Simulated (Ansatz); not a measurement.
# Relaxation path: fcc Ni (110), 3 layers

DFT, PBE, PAW with Ansatz's default frozen-core files, scalar-relativistic (Ansatz 0.2.0); a Γ-centred 15×10×1 k mesh, Fermi–Dirac smearing of 0.05 eV, spin-polarised from start moments Ni1 1, Ni2 1, Ni3 1 μB. The run relaxes the atoms in the fixed cell.

Command: `ansatz run input.yaml --threads 2 --pin off --max-ram 6144MiB --backend cpu --events-out ev --progress --plain --runs-dir out` It took 3 min on 2 threads of Arm Neoverse V1, with other jobs on the host, peak memory 0.66 GiB.

```yaml
crystal:
  lattice:
    - [2.4880368655, 0.0, 0.0]
    - [0.0, 3.5186154789, 0.0]
    - [0.0, 0.0, 18.488]
  atoms:
    - { symbol: Ni, position: [0.0, 0.0, 0.4327121142], spin: 1.0 }
    - { symbol: Ni, position: [0.5, 0.5, 0.5], spin: 1.0 }
    - { symbol: Ni, position: [0.0, 0.0, 0.5672878858], spin: 1.0 }
magnetization:
  spin_polarized: true
kpoints:
  mp_grid: { grid: [15, 10, 1] }
scf:
  occupations: { method: fermi_dirac, width: 0.05 }
hamiltonian:
  xc: pbe
  pseudopotentials: { kind: paw }
output:
  forces: true
  stress: true
  eigenvalues: true
relax:
  f_tol: 0.01
  max_steps: 40
efield:
  axis: 3
  amplitude: 0
  dipole_correction: true
```

Each step lists its free energy a cell above the last geometry, and Cartesian positions (Å) with forces (eV/Å).

The first step:

```
step 1  dF = 91.27 meV
  Ni 0.0000 0.0000 8.0000   0.0000 0.0000 0.8632
  Ni 1.2440 1.7593 9.2440   0.0000 0.0000 0.0000
  Ni 0.0000 0.0000 10.4880   0.0000 0.0000 -0.8632
```

Other magnetic orders may lie lower.

**Question.** Where does the relaxation end, and by which steps?

**Answer.** After 4 geometries, with a shortest distance of 2.304 Å and a cell moment of 2.33 μB. The further steps:
```
step 2  dF = 30.37 meV
  Ni 0.0000 0.0000 8.0419   0.0000 0.0000 0.5670
  Ni 1.2440 1.7593 9.2440   0.0000 0.0000 0.0000
  Ni 0.0000 0.0000 10.4461   0.0000 0.0000 -0.5670
step 3  dF = 6.62 meV
  Ni 0.0000 0.0000 8.1129   0.0000 0.0000 -0.3216
  Ni 1.2440 1.7593 9.2440   0.0000 0.0000 0.0000
  Ni 0.0000 0.0000 10.3751   0.0000 0.0000 0.3216
step 4  dF = 0.00 meV
  Ni 0.0000 0.0000 8.0920   0.0000 0.0000 -0.0039
  Ni 1.2440 1.7593 9.2440   0.0000 0.0000 0.0000
  Ni 0.0000 0.0000 10.3960   0.0000 0.0000 0.0039
step 5  dF = 0.00 meV  (same geometry, solved once more)
  Ni 0.0000 0.0000 8.0920   0.0000 0.0000 -0.0036
  Ni 1.2440 1.7593 9.2440   0.0000 0.0000 0.0000
  Ni 0.0000 0.0000 10.3960   0.0000 0.0000 0.0036
```
